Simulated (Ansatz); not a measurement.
In14O24Sn2:
```
CELL_PARAMETERS angstrom
      7.19878     5.09872     0.00000
     -7.19878     5.09872     0.00000
     -7.19125     0.00000     7.21922
ATOMIC_POSITIONS crystal
  In 0.50000 0.50000 0.50000
  In 0.50000 0.50000 0.00000
  In 0.21707 0.21707 0.25000
  In 0.74769 0.24862 0.96655
  In 0.24862 0.74769 0.53345
  In 0.46801 0.03397 0.21725
  In 0.03397 0.46801 0.28275
  In 0.28355 0.28355 0.75000
  In 0.75138 0.25231 0.46655
  In 0.53199 0.96603 0.78275
  In 0.25231 0.75138 0.03345
  In 0.96603 0.53199 0.71725
  In 0.78293 0.78293 0.75000
  In 0.71645 0.71645 0.25000
  O  0.26322 0.00674 0.53650
  O  0.78206 0.95970 0.04573
  O  0.95970 0.78206 0.45427
  O  0.73270 0.53486 0.73984
  O  0.53486 0.73270 0.76016
  O  0.22441 0.95367 0.26539
  O  0.95367 0.22441 0.23461
  O  0.22622 0.49437 0.77075
  O  0.46514 0.26730 0.23984
  O  0.77559 0.04633 0.73461
  O  0.04030 0.21794 0.54573
  O  0.26730 0.46514 0.26016
  O  0.21794 0.04030 0.95427
  O  0.04633 0.77559 0.76539
  O  0.73691 0.45855 0.50696
  O  0.45855 0.73691 0.99304
  O  0.00674 0.26322 0.96350
  O  0.73678 0.99326 0.46350
  O  0.26309 0.54145 0.49304
  O  0.54145 0.26309 0.00696
  O  0.99326 0.73678 0.03650
  O  0.50563 0.77378 0.27075
  O  0.77378 0.50563 0.22925
  O  0.49437 0.22622 0.72925
  Sn 0.00000 0.00000 0.50000
  Sn 0.00000 0.00000 0.00000
```

Relaxed with r²SCAN.

Q: Map the electron localisation function on the plane through (0.500, 0.500, 0.000) spanned by u = [1, 1, 1] and v = [1, -1, 1] in lattice vectors, from plane-wave PAW r²SCAN (Ansatz code).

A: x is the fraction of u, y of v (the angle between them is 90°; rows are the nearest grid lines); atoms in the plane: In at (0.00, 0.00), In at (0.50, 0.50), O at (0.37, 0.09), O at (0.87, 0.59), O at (0.13, 0.41), O at (0.63, 0.91), Sn at (0.00, 0.50), Sn at (0.50, 0.00).
```
|0021001200011378622002268731100021001200|
|0122663121131111113112598992211213762210|
|2216998122321000012222794793132228995122|
|1169879711110000001111798995111279899511|
|0169999720000000000000268751000269999510|
|0025886300000011100000000000000024653100|
|0002443100000134420000111100000001111000|
|0000000000001589984003799841000012210000|
|0000000000002797897116998982000389995100|
|2211000011211599993112999951221597498212|
|2221000012322189961221599822231397497222|
|0021344122001211112002122121002179993200|
|0023999712001212212002111121002214431200|
|2227947931322289951221699812232100001222|
|2128947951221599992113999951121100001122|
|0015999830002898996117987972000000000000|
|0000122100001489973004899851000000000000|
|0001111000000011110000244310000013442000|
|0013564200000000000000011100000036885200|
|0159999620001578620000000000000279999610|
|1159989721115998971111000000111179789611|
|2215998222313974972222100001232218996122|
|0122673121122998952113111111311213662210|
|0021001200011378622002268731100021001200|
```
Scale: ten equal steps from 0.000 (start of '0') to 0.826 (end of '9'), in the order '0123456789'; x runs from 0.000 to 1.00, y from 0.000 (bottom) to 1.00 (top).

The density is the valence pseudo-density with augmentation charge, so density and ELF within about 1 Å of a nucleus are not all-electron values.

Space group C2/c. The start of the workflow was typed in or built on a structure type; neither database checked (COD, Materials Project) lists it. Its standing as an ambient phase is unchecked. Symmetry was held in the r²SCAN relaxation; its stability against distortions is not shown here. Spin–orbit coupling is left out wherever it is not named.

Potentials: the later of the program's two PAW sets.
